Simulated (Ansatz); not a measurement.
### Question
Each is relaxed and computed with PBEsol (plane waves, PAW; program Ansatz). Which is the only metal?
A. BAs, rock salt
B. B6As, R-3m (B on 18h, B on 18h, As on 6c)
C. NaCl, rock salt
D. BN, NiAs type

### Answer
A, BAs, rock salt. BAs: metal; B6As: gap 2.62 eV (indirect); BN: gap 1.56 eV (indirect); NaCl: gap 5.01 eV (direct). Built on a structure type that need not be the filed one of that space group: BN, NiAs type. Typed or built starts, not in the databases checked: BAs, rock salt. Not the usual ambient phase: BAs, rock salt; BN, NiAs type. Standing as an ambient phase not checked: B6As, R-3m (B on 18h, B on 18h, As on 6c). Unstable at this level: BAs, rock salt; BN, NiAs type. All cells were relaxed under the symmetry of their starts (and spin orders); stability against distortions was not tested throughout. Scalar-relativistic: spin–orbit coupling is off unless named, which matters more the heavier the elements.

Potentials: the later of the program's two PAW sets.
